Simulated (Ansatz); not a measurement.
One crystal and one scan (frozen-phonon scan) at two levels, PBE (plane waves to 420 eV, PAW, scalar-relativistic; Ansatz, a quantum-chemistry and plane-wave program) and r2SCAN (plane waves to 500 eV, PAW, scalar-relativistic; Ansatz), each from its own relaxed cell and on its own mesh. The cell shown is that of PBE.

KF (rock salt)

```yaml
crystal:
  lattice:
    - [0.00000, 5.42078, 5.42078]
    - [2.71039, 2.71039, 5.42078]
    - [2.71039, 2.71039, 0.00000]
  atoms:
    - { symbol: F, position: [0.00000, 0.00000, 0.00000] }
    - { symbol: F, position: [0.50000, 0.00000, 0.00000] }
    - { symbol: K, position: [0.00000, 0.50000, 0.50000] }
    - { symbol: K, position: [0.50000, 0.50000, 0.50000] }
```

The atoms are displaced by Q × the pattern below (from a DFPT mode at X = (0.5, 0.5, 0.0), largest move 1; Q in Å), at fixed cell. It is one choice among 2 degenerate patterns. (q is in reciprocal vectors of the primitive cell; the cell shown is doubled to hold the pattern.)

```
atom      x       y      z
----  -----  ------  -----
F1    0.000  -1.000  0.000
F2    0.000   1.000  0.000
K3    0.000  -0.436  0.000
K4    0.000   0.436  0.000
```

KF was relaxed with its symmetry unable to fall. Percentages come from the unrounded values. Both scans cover Q from -0.100 to 0.100 Å.

| quantity | PBE | r2SCAN | PBE − r2SCAN |
|---|---|---|---|
| Lattice constant a (Å) | 5.421 | 5.318 | +0.103 (+1.9 %) |
| Energy at Q = 0.100 Å (meV/cell) | 30.1 | 43.1 | -13.0 (-30 %) |
| Harmonic wavenumber from the curvature (finite differences) (cm⁻¹ (negative: imaginary)) | 172 | 200 | -28 (-14 %) |

PBE gives the higher value for: lattice constant a. PBE gives the lower value for: energy at Q = 0.100 Å; harmonic wavenumber from the curvature. Both give the same space group of the distorted cell: Cmcm (No. 63), lowered from Fm-3m. Neither level is exact: the differences show how much the result hangs on the functional.

ΔE (meV/cell), each from the undisplaced structure of its own level:

```tsv
Q (Å)	PBE	r2SCAN
-0.100	30.1	43.1
-0.083	20.7	29.5
-0.067	13.1	18.7
-0.050	7.3	10.4
-0.033	3.2	4.6
-0.017	0.8	1.1
0.000	0.0	0.0
0.017	0.8	1.1
0.033	3.2	4.6
0.050	7.3	10.4
0.067	13.1	18.7
0.083	20.7	29.5
0.100	30.1	43.1
```

(A displaced cell: forces are minus the slopes of the energy, force constants its curvatures, and phonons follow from these.)
